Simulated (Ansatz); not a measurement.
The start is a generated trial cell of Zn3P2 in the AFLOW prototype A2B3_tP10_127_g_ah (D5_a). The cell and all atomic positions are relaxed at zero pressure with r2SCAN (plane waves to 500 eV, PAW, scalar-relativistic; Ansatz, a program for electronic structure). First-step values are on the input's coarse k-mesh.

Ansatz input (later rounds restart from its end on a renewed k-mesh):
Ansatz 0.2 input:
```yaml
crystal:
  lattice:
    - [6.6881566, 0, 0]
    - [0, 6.6881566, 0]
    - [0, 0, 3.5462801]
  atoms:
    - { symbol: Zn, position: [0, 0, 0] }
    - { symbol: Zn, position: [0.5, 0.5, 0] }
    - { symbol: Zn, position: [0.1821, 0.6821, 0.5] }
    - { symbol: Zn, position: [0.6821, 0.8179, 0.5] }
    - { symbol: Zn, position: [0.3179, 0.1821, 0.5] }
    - { symbol: Zn, position: [0.8179, 0.3179, 0.5] }
    - { symbol: P, position: [0.3841, 0.8841, 0] }
    - { symbol: P, position: [0.8841, 0.6159, 0] }
    - { symbol: P, position: [0.1159, 0.3841, 0] }
    - { symbol: P, position: [0.6159, 0.1159, 0] }
basis: { ecutwfc: 500, ecutrho_ratio: 4, xc_grid: 4, fft_grid_basis: typed }
kpoints: { mp_grid: { grid: [4, 4, 7] } }
hamiltonian:
  xc: r2scan
  dispersion: none
  pseudopotentials: { kind: paw }
scf: { occupations: { method: fermi_dirac, width: 0.05 } }
relax: { f_tol: 0.01, max_steps: 100, cell: { stress_tol: 0.02 } }
output: { forces: true, stress: true }
```

Task: Which atoms feel the largest initial force, and how large is it?

Result: About 1.0 eV/Å, on P7, P8, P9, P10 (atoms numbered as listed).

Task: How much energy is released per atom?

Result: 0.20 eV/atom.

Task: How does the volume per atom move from start to end?

Result: +12.0 %, from 15.86 to 17.76 Å³/atom.

Task: How do the shortest distances between atoms change?

Result: The closest pairs of elements (up to four, under 3.6 Å), start → end: P–P 2.19 → 2.14 Å; P–Zn 2.61 → 2.40 Å; Zn–Zn 3.02 → 2.85 Å.

Task: Is the relaxed structure metallic? Give its gap.

Result: Zero (metallic).

Task: Give the final cell and atomic positions.

Result: 
```cif
data_P4Zn6
_chemical_formula_sum 'Zn6 P4'
_space_group_name_H-M_alt 'P4/mbm'
_space_group_IT_number 127
_space_group_name_Hall '-P 4 2ab'
_cell_length_a 6.06683
_cell_length_b 6.06683
_cell_length_c 4.82494
_cell_angle_alpha 90.000
_cell_angle_beta 90.000
_cell_angle_gamma 90.000
loop_
_atom_site_label
_atom_site_type_symbol
_atom_site_symmetry_multiplicity
_atom_site_Wyckoff_symbol
_atom_site_fract_x
_atom_site_fract_y
_atom_site_fract_z
_atom_site_occupancy
Zn1 Zn 2 a 0.00000 0.00000 0.00000 1
Zn2 Zn 4 h 0.33384 0.16616 0.50000 1
P1 P 4 g 0.37505 0.12495 0.00000 1
```

The space group stays P4/mbm (No. 127) (the run could not lower it), with 10 atoms in the primitive cell. Final values are on a 8×8×10 k-mesh of the relaxed cell. No spin polarisation in the result.

The run could not lose the symmetry of its start, so the end can be a saddle point.

The relaxed structure here is a generated cell of Zn3P2: the first start was made by placing the elements on the sites of a structure type, and the end was not matched to a known phase here, so it may be hypothetical.
